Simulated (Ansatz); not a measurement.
# NaAg$_{3}$: reading a single point

```
Na Ag
1.0
     4.64876    0.00000    0.00000
     0.00000    2.87734    0.00000
     0.00000    0.00000    5.03704
Na Ag
1 3
Direct
  0.00000 0.00000 0.00000
  0.50000 0.50000 0.17000
  0.00000 0.50000 0.50000
  0.50000 0.00000 0.65000
```

Single point in Ansatz 0.2.0 with r2SCAN, no spin polarisation. Cutoff 500 eV, PAW datasets, 7×12×7 Γ-centred k mesh, fermi-dirac filling (width 0.0307 eV).

(1) What does the stress say?

(2) Metal or insulator?

(3) What do density and ELF say about some of the short contacts?

(4) Give the Bader charges.

(5) What is the formation energy?

Origin: a known structure type with other elements, at an estimated volume, so it need not be a known compound.

Results:

(1) The pressure is 7.5 GPa (compression positive), so with the atoms held at these fractions the cell would first expand. The principal stresses 6.4, 7.6, 8.6 GPa differ, so its shape would change too.

(2) It is a metal, with about 1.1 states/eV a cell as the mean within 0.25 eV of the Fermi level.

(3) Ag–Ag at 2.81 Å: least valence density 0.25 e/Å³ and ELF 0.17 there. Na–Ag at 2.86 Å: least valence density 0.10 e/Å³ and ELF 0.03 there. Na–Na at 2.88 Å: least valence density 0.05 e/Å³ and ELF 0.04 there. Both are smooth PAW fields, read partly inside the augmentation spheres.

(4) Bader charges in e: Na +0.76, Ag -0.31 to -0.17. In the mean Na gives up most and Ag takes most.

(5) 0.07 eV an atom against the elements' usual phases (free molecules for gases, crystals otherwise, with no correction for O₂ or N₂), so at this geometry it isn't bound against them. Relaxing would lower it.
